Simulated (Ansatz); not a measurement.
SnO: pressure against volume

SnO, P4/nmm, a = 3.837 Å, c = 4.759 Å. Ansatz: PBE+D3(BJ), PAW, 420 eV, Γ-centred 12×12×10 mesh on 4 atoms, Gaussian smearing 0.10 eV; no spin polarisation. Shape and atoms are relaxed at each volume; pressure is positive in compression.

```
V (Å³/atom) P (GPa)
     15.412     6.55
     15.938        ?
     16.463     2.57
     16.988     1.16
     17.514     0.01
     18.039    -0.92
     18.565    -1.58
     19.265    -2.07
```

Q: Take V0 = 17.514 Å³/atom, count pressures from its P0 = 0.01 GPa, fit the third-order Birch–Murnaghan form to the other rows, and predict the missing pressure.

A: With the Eulerian strain f = ½[(V0/V)^(2/3) − 1] and y = (P − P0)/[3f(1 + 2f)^(5/2)], the form is the line y = B0 + 1.5 B0 (B0′ − 4) f. Rows (f, y): 0.04449, 39.6; 0.02106, 36.5; 0.01027, 35.5; -0.00975, 33.4; -0.01905, 30.7; -0.03078, 26.4. Means f = 0.002707, y = 33.683; Σ(Δf)² = 0.003890, ΣΔfΔy = 0.6250; the slope is their ratio. y = 33.25 + 160.7 f GPa, so B0 = 33.2 GPa and B0′ = 4 + 2 × (160.7)/(3 × 33.25) = 7.22. At V = 15.938, f = 0.03244, y = 38.46 and P = 4.39 GPa. The run gave 4.32 GPa, so the fit is 0.07 GPa too high, within the rms miss on the fitted rows (0.08 GPa).